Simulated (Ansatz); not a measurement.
BeS:
Space group F-43m (No. 216); a = b = c = 4.8759 Å, α = β = γ = 90.00°

| atom | site | symmetry | x | y | z |
|---|---|---|---|---|---|
| S | 4c | -43m | 0.2500 | 0.2500 | 0.2500 |
| Be | 4a | -43m | 0.0000 | 0.0000 | 0.0000 |
(The calculation used a cell of 2 atoms; values per cell refer to that cell.)

Relaxed with PBE. 

**Question.** HSE06 on this cell (Ansatz, an electronic-structure program, PAW) gives a gap of 4.09 eV. What does PBE give?

**Answer.** 3.15 eV.

Cost on shared cores: the PBE run (SCF on a 10×10×10 mesh, then bands and DOS) roughly 13 core-seconds, the HSE06 run (SCF on 7×7×7, then a few points) roughly 90 core-seconds; the tasks are unlike.

Symmetry was held in the PBE relaxation; phonons on a q-mesh show no instability.

Potentials: the later of the program's two PAW sets.

Ansatz is a plane-wave DFT program.
